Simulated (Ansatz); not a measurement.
Relaxed ZrB2 (AlB2 type, space group P6/mmm):

```
ZrB2
1.0
    3.16770     0.00000     0.00000
   -1.58385     2.74331     0.00000
    0.00000     0.00000     3.55026
Zr B
1 2
Direct
  0.00000   0.00000   0.00000
  0.33333   0.66667   0.50000
  0.66667   0.33333   0.50000
```

The atoms are displaced by Q × the pattern below (from a DFPT mode at Γ, largest move 1; Q in Å), at fixed cell.

```csv
atom,x,y,z
Zr1,0.000,0.000,-0.237
B2,0.000,0.000,1.000
B3,0.000,0.000,1.000
```

Calculation: r2SCAN (plane waves to 500 eV, PAW, scalar-relativistic; Ansatz, a first-principles code). k mesh 17×17×13 (Γ-centred), Fermi-Dirac smearing 0.05 eV. The energy includes the smearing's −TS. Compression counts positive. With partly filled bands, energies and forces of such displacements shift with the k mesh and the smearing. ZrB2 is run without spin polarisation. ZrB2 was relaxed with its symmetry unable to fall. ΔE is measured from the undisplaced structure.

```json
[
 {"Q (Å)": "-0.100", "−dE/dQ from forces (eV/Å)": "2.228", "P (GPa)": "1.7", "ΔE (meV/cell)": "___"},
 {"Q (Å)": "-0.083", "−dE/dQ from forces (eV/Å)": "1.846", "P (GPa)": "1.2", "ΔE (meV/cell)": "76"},
 {"Q (Å)": "-0.067", "−dE/dQ from forces (eV/Å)": "1.469", "P (GPa)": "0.8", "ΔE (meV/cell)": "49"},
 {"Q (Å)": "-0.050", "−dE/dQ from forces (eV/Å)": "1.097", "P (GPa)": "0.4", "ΔE (meV/cell)": "___"},
 {"Q (Å)": "-0.033", "−dE/dQ from forces (eV/Å)": "0.729", "P (GPa)": "0.2", "ΔE (meV/cell)": "12"},
 {"Q (Å)": "-0.017", "−dE/dQ from forces (eV/Å)": "0.364", "P (GPa)": "0.0", "ΔE (meV/cell)": "3"},
 {"Q (Å)": "0.000", "−dE/dQ from forces (eV/Å)": "0.000", "P (GPa)": "0.0", "ΔE (meV/cell)": "0"},
 {"Q (Å)": "0.017", "−dE/dQ from forces (eV/Å)": "-0.364", "P (GPa)": "0.0", "ΔE (meV/cell)": "3"},
 {"Q (Å)": "0.033", "−dE/dQ from forces (eV/Å)": "-0.729", "P (GPa)": "0.2", "ΔE (meV/cell)": "12"},
 {"Q (Å)": "0.050", "−dE/dQ from forces (eV/Å)": "-1.097", "P (GPa)": "0.4", "ΔE (meV/cell)": "___"},
 {"Q (Å)": "0.067", "−dE/dQ from forces (eV/Å)": "-1.469", "P (GPa)": "0.8", "ΔE (meV/cell)": "49"},
 {"Q (Å)": "0.083", "−dE/dQ from forces (eV/Å)": "-1.846", "P (GPa)": "1.2", "ΔE (meV/cell)": "76"},
 {"Q (Å)": "0.100", "−dE/dQ from forces (eV/Å)": "-2.228", "P (GPa)": "1.7", "ΔE (meV/cell)": "___"}
]
```

What belongs in the gaps?


- -0.100, ΔE (meV/cell): 110
- -0.050, ΔE (meV/cell): 27
- 0.050, ΔE (meV/cell): 27
- 0.100, ΔE (meV/cell): 110

(For displaced atoms, the force is minus the slope of the energy, and its curvature is a force constant, which sets phonon frequencies.)
